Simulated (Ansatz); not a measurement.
Ti3Al4Ni: stable or not

The cell was found from a structure generator's guess, not taken from experiment.

Computed with Ansatz, DFT PBE, scalar-relativistic, plane waves, PAW. Settings of the last relaxation (8-atom cell): 420 eV, 6×6×12 k points, Gaussian smearing of 0.10 eV, no spin polarisation.

```cif
data_structure
_symmetry_space_group_name_H-M 'P 1'
_symmetry_Int_Tables_number 1
_cell_length_a 6.2764
_cell_length_b 6.2764
_cell_length_c 3.0917
_cell_angle_alpha 90.000
_cell_angle_beta 90.000
_cell_angle_gamma 90.000
_cell_volume 121.79
loop_
_atom_site_label
_atom_site_type_symbol
_atom_site_fract_x
_atom_site_fract_y
_atom_site_fract_z
_atom_site_occupancy
Ti1 Ti 0.50000 0.00000 0.50000 1
Ti2 Ti 0.50000 0.50000 0.50000 1
Ti3 Ti 0.00000 0.50000 0.50000 1
Al1 Al 0.22348 0.77652 0.00000 1
Al2 Al 0.22348 0.22348 0.00000 1
Al3 Al 0.77652 0.77652 0.00000 1
Al4 Al 0.77652 0.22348 0.00000 1
Ni1 Ni 0.00000 0.00000 0.50000 1
```

The zero of energy is the elements' standard structures at the same level; no fitted shifts are applied.

Question: These tests were run: energy against the elements; phonons on a 1×1×2 q mesh; elastic tensor. What do they show?

Answer:

```
                       test                            result
energy against the elements                     −0.42 eV/atom
  phonons on a 1×1×2 q mesh  imaginary modes down to 28i cm⁻¹
             elastic tensor           least eigenvalue 46 GPa
```

It fails one test: phonons on a 1×1×2 q mesh. So it isn't even a local minimum.

Trial moments died out on the coarse mesh, so the last step has no spin; another magnetic start might hold. The run for the phonons used a 6×6×12 k mesh and Fermi–Dirac smearing of 0.15 eV. The run for the elastic tensor used a 6×6×12 k mesh and Fermi–Dirac smearing of 0.15 eV.
